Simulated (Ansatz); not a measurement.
Relaxed SiO$_{2}$ (rutile):

```yaml
crystal:
  lattice:
    - [4.18475, 0.00000, 0.00000]
    - [0.00000, 4.18475, 0.00000]
    - [0.00000, 0.00000, 2.66845]
  atoms:
    - { symbol: Si, position: [0.50000, 0.50000, 0.50000] }
    - { symbol: Si, position: [0.00000, 0.00000, 0.00000] }
    - { symbol: O, position: [0.80610, 0.80610, 0.50000] }
    - { symbol: O, position: [0.30610, 0.69390, 0.00000] }
    - { symbol: O, position: [0.69390, 0.30610, 0.00000] }
    - { symbol: O, position: [0.19390, 0.19390, 0.50000] }
```

The atoms are displaced by Q × the pattern below (from a DFPT mode at Γ, largest move 1; Q in Å), at fixed cell.

```tsv
atom	x	y	z
Si1	0.000	0.000	0.487
Si2	0.000	0.000	-0.487
O3	0.000	0.000	1.000
O4	0.000	0.000	-1.000
O5	0.000	0.000	-1.000
O6	0.000	0.000	1.000
```

These are r2SCAN (plane waves to 500 eV, PAW, scalar-relativistic; Ansatz, a first-principles code) values and carry that method's errors. k mesh 8×8×12 (Γ-centred), Fermi-Dirac smearing 0.05 eV. E stands for the smeared free energy. SiO2 was relaxed with its symmetry unable to fall. The PAW data are Ansatz's earlier set. The zero of ΔE is the undisplaced structure.

```json
[
 {"Q (Å)": "-0.180", "ΔE (eV/cell)": "2.672"},
 {"Q (Å)": "-0.120", "ΔE (eV/cell)": "1.181"},
 {"Q (Å)": "-0.060", "ΔE (eV/cell)": "0.294"},
 {"Q (Å)": "0.000", "ΔE (eV/cell)": "0.000"},
 {"Q (Å)": "0.060", "ΔE (eV/cell)": "0.294"},
 {"Q (Å)": "0.120", "ΔE (eV/cell)": "1.181"},
 {"Q (Å)": "0.180", "ΔE (eV/cell)": "2.672"}
]
```

Problem. Which DFPT wavenumber at Γ belongs to this mode?
A. 958 cm⁻¹
B. 576 cm⁻¹
C. 390 cm⁻¹
D. 757 cm⁻¹

Solution. D, 757 cm⁻¹. The curvature of the scan gives 757 cm⁻¹

(For displaced atoms, the force is minus the slope of the energy, and its curvature is a force constant, which sets phonon frequencies.)
